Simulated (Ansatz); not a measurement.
Given:

PbAu2:
```yaml
crystal:
  lattice:
    - [0.00000, 3.93905, 3.93905]
    - [3.93905, 0.00000, 3.93905]
    - [3.93905, 3.93905, 0.00000]
  atoms:
    - { symbol: Pb, position: [0.25000, 0.25000, 0.25000] }
    - { symbol: Pb, position: [0.00000, 0.00000, 0.00000] }
    - { symbol: Au, position: [0.62500, 0.62500, 0.12500] }
    - { symbol: Au, position: [0.62500, 0.12500, 0.62500] }
    - { symbol: Au, position: [0.62500, 0.62500, 0.62500] }
    - { symbol: Au, position: [0.12500, 0.62500, 0.62500] }
```

This is the LDA-relaxed structure.

**Question.** All from plane-wave PAW LDA (Ansatz code), unless another level is named. Give the density of states at the Fermi level.

**Answer.** 0.16 states/eV per atom (mean over ±0.08 eV).

**Question.** What about the formation energy from the elements (no fitted shifts)?

**Answer.** -0.046 eV/atom.

Space group Fd-3m (cubic Laves (MgCu2 type)). The workflow started from a Materials Project entry (that database holds measured and hypothetical structures alike); the Crystallography Open Database files this formula in space group No. 227, but the cells were not matched. Whether it is the stable phase at ambient conditions was not checked. The LDA relaxation kept the symmetry of its start; phonons show weakly imaginary modes. The references are the lowest solids computed at this level, not always the standard phases. Spin–orbit coupling is left out wherever it is not named.

Potentials: the later of the program's two PAW sets.
